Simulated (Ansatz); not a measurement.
Relaxed-ion elastic tensor of AlPd in space group P2_13 (No. 198; Al on 4a, Pd on 4a) in GPa (Voigt order), the program Ansatz at the PBEsol level (PAW); density 7.77 g/cm³, 14.26 Å³ per atom.

|  | 1 | 2 | 3 | 4 | 5 | 6 |
|---|---|---|---|---|---|---|
| 1 | 272 | 113 | 113 | 0.0 | 0.0 | 0.0 |
| 2 | 113 | 272 | 113 | 0.0 | 0.0 | 0.0 |
| 3 | 113 | 113 | 272 | 0.0 | 0.0 | 0.0 |
| 4 | 0.0 | 0.0 | 0.0 | 70.6 | 0.0 | 0.0 |
| 5 | 0.0 | 0.0 | 0.0 | 0.0 | 70.6 | 0.0 |
| 6 | 0.0 | 0.0 | 0.0 | 0.0 | 0.0 | 70.6 |

Task: Is the crystal mechanically stable?

Result: Yes: the smallest eigenvalue of C is 70.6 GPa.

Task: Work out the Voigt, Reuss and Hill averages.

Result: K_V = 166, K_R = 166, K_H = 166; G_V = 74.2, G_R = 74.0, G_H = 74.1 GPa.

Task: Give Young's modulus, Poisson's ratio, Pugh's ratio and the universal anisotropy index.

Result: E = 9KG/(3K + G) = 194 GPa; ν = 0.31; K/G = 2.24 (ductile by the Pugh limit of 1.75); A_U = 5G_V/G_R + K_V/K_R − 6 = 0.02.

Task: Estimate the sound speeds and the Debye temperature.

Result: v_l = √((K + 4G/3)/ρ) = 5840 m/s, v_t = √(G/ρ) = 3090 m/s, mean 3450 m/s; Θ = (h/k)(3n/4πV)^(1/3) v_m = 424 K.

Task: Give the Zener ratio and Young's modulus along [100], [110] and [111].

Result: A = 2C44/(C11 − C12) = 0.89; 1/E = S11 − 2(S11 − S12 − S44/2)Γ with Γ = 0, 1/4, 1/3 gives 206, 190, 186 GPa.

The workflow started from a Materials Project entry (that database holds measured and hypothetical structures alike); the Crystallography Open Database copy checked does not list it. With Al and Pd taken as one species the cell has the higher symmetry Pa-3, so it may be an ordered model of a mixed-site phase. Its standing as an ambient phase is unchecked. The cell was relaxed with PBEsol under the symmetry of its start; its stability against distortions is not shown here. The run is not spin-polarised. As this level gives no gap, shear constants depend on the k-mesh and smearing (Fermi–Dirac, 0.1 eV here).

Potentials: the earlier of the program's two PAW sets. The files were generated under PBE; for other functionals the program regenerates the frozen cores, and for LDA and PBEsol the local potential too.
